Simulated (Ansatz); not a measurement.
BP (zinc blende)

```xyz
2
Lattice="0.0000 2.2742 2.2742 2.2742 0.0000 2.2742 2.2742 2.2742 0.0000" Properties=species:S:1:pos:R:3 pbc="T T T"
P      3.4114     3.4114     3.4114
B      0.0000     0.0000     0.0000
```

In each cell atom 1 (P, nearest neighbour B at 1.970 Å; its periodic images, 3.2 Å or more away, move with it) moves by s·(1.000, 0.000, 0.000) (along Cartesian x), the rest being held.

All values below come from PBE (plane waves to 420 eV, PAW, scalar-relativistic; Ansatz, a quantum-chemistry and plane-wave program). k mesh 10×10×10 (Γ-centred), Fermi-Dirac smearing 0.05 eV. E stands for the smeared free energy. As the smearing reaches across the gap at some points, energies and forces of such displacements shift with the k mesh and the smearing. BP was relaxed with its symmetry unable to fall. ΔE is measured from the undisplaced structure. The last digit holds for this mesh only.

```csv
s (Å),ΔE (meV/cell)
-0.390,1277.2
-0.312,851.2
-0.234,494.5
-0.156,225.4
-0.078,withheld
0.000,0.0
0.078,withheld
0.156,225.4
0.234,494.5
0.312,851.2
0.390,1277.2
```

**Question.** Fit an even polynomial form (powers 2, 4, 6) to the given rows and predict ΔE at s = 0.078.

**Answer.** Least squares on the 9 given rows: ΔE = (9437)·s² + (-7634)·s⁴ + (5255)·s⁶, in meV/cell with s in Å; root-mean-square residual 0.14 meV/cell. At 0.078 the fit gives 57.1 meV/cell; the calculation gives 57.1 meV/cell, the same to the digits shown. The quadratic term alone would give 57.4 meV/cell.

(For displaced atoms, the force is minus the slope of the energy, and its curvature is a force constant, which sets phonon frequencies.)
